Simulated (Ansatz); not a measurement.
# TiO$_{2}$: a jump of H

Method: DFT PBE, scalar-relativistic, plane waves, PAW in Ansatz. (420 eV cutoff, 3×3×3 k-mesh, Gaussian smearing of 0.02 eV, no spin polarisation)

In a supercell of 24 host sites with charge +1, interstitial H hops to an equivalent place, moving 0.89 Å between the relaxed ends. Climbing-image nudged elastic band at fixed cell with images 0 (start) to 4 (end), the path measured over all atoms, converged to 0.05 eV/Å; the order of the saddle wasn't checked, and the small cell leaves errors of about a tenth of an eV. Zero-point motion and tunnelling, which matter for H, are left out. At the top the atom squeezes straight between two others, where symmetry can hold a band on a ridge, so a bent path, such as one by way of a neighbouring hole, may have a much lower barrier.

Start:

```
CELL_PARAMETERS angstrom
4.64332 -4.64332 0.00000
-4.64332 -4.64332 0.00000
0.00000 4.64332 -5.92774
ATOMIC_POSITIONS crystal
Ti 0.51867 0.99978 0.99536
Ti 0.27445 0.75404 0.50503
Ti 0.99908 0.49608 0.01753
Ti 0.73020 0.22863 0.48272
Ti 0.13011 0.11361 0.25011
Ti 0.90092 0.89838 0.74967
Ti 0.63100 0.61344 0.24903
Ti 0.34906 0.37195 0.74954
O 0.62530 0.92883 0.24628
O 0.39115 0.67921 0.75014
O 0.12923 0.43253 0.25377
O 0.87971 0.18789 0.75000
O 0.04877 0.25795 0.50119
O 0.80637 0.01136 0.00072
O 0.55594 0.76084 0.49949
O 0.29764 0.50665 0.99875
O 0.19553 0.99697 0.00109
O 0.94457 0.74585 0.49893
O 0.69226 0.49492 0.00065
O 0.44142 0.24418 0.49938
O 0.61865 0.32034 0.25028
O 0.36723 0.07046 0.75000
O 0.11852 0.82009 0.24984
O 0.83789 0.58330 0.75011
H 0.68881 0.60119 0.75096
```

Atom 25 jumps to (-0.407, -2.140, -4.440) Å.

Task: Give the energy along the band and the structure at its top.

Result:
```csv
image,path (Å),E − E(0) (eV),H x (Å),H y (Å),H z (Å),force on H (eV/Å)
0,0.00,0.000,0.407,-2.503,-4.452,0.01
1,0.36,0.100,0.231,-2.445,-4.447,0.57
2,0.71,0.412,-0.002,-2.320,-4.446,0.03
3,1.07,0.099,-0.233,-2.196,-4.445,0.52
4,1.42,0.000,-0.407,-2.140,-4.440,0.01
```

Barrier 0.41 eV. Image 2:
```
CELL_PARAMETERS angstrom
4.64332 -4.64332 0.00000
-4.64332 -4.64332 0.00000
0.00000 4.64332 -5.92774
ATOMIC_POSITIONS crystal
Ti 0.52429 0.00839 0.00610
Ti 0.26840 0.75218 0.49391
Ti 0.98196 0.49788 0.00605
Ti 0.72573 0.24168 0.49395
Ti 0.12501 0.12485 0.24999
Ti 0.90236 0.88720 0.74999
Ti 0.62523 0.62481 0.24996
Ti 0.34758 0.36260 0.74998
O 0.63658 0.93048 0.24902
O 0.43860 0.66606 0.74999
O 0.13759 0.43147 0.25097
O 0.88791 0.18661 0.75001
O 0.05283 0.26650 0.50223
O 0.81016 0.02288 0.00458
O 0.55563 0.76832 0.49545
O 0.30059 0.51424 0.99774
O 0.19711 0.98349 0.99779
O 0.94930 0.73569 0.50219
O 0.69433 0.48182 0.00455
O 0.43976 0.22726 0.49548
O 0.61339 0.31967 0.25098
O 0.36191 0.06328 0.75000
O 0.11246 0.81871 0.24903
O 0.81174 0.58387 0.75002
H 0.62458 0.62505 0.75005
```

Cost: 1 run of about 56 core-minutes, on AMD EPYC (Zen 3) (shared hosts).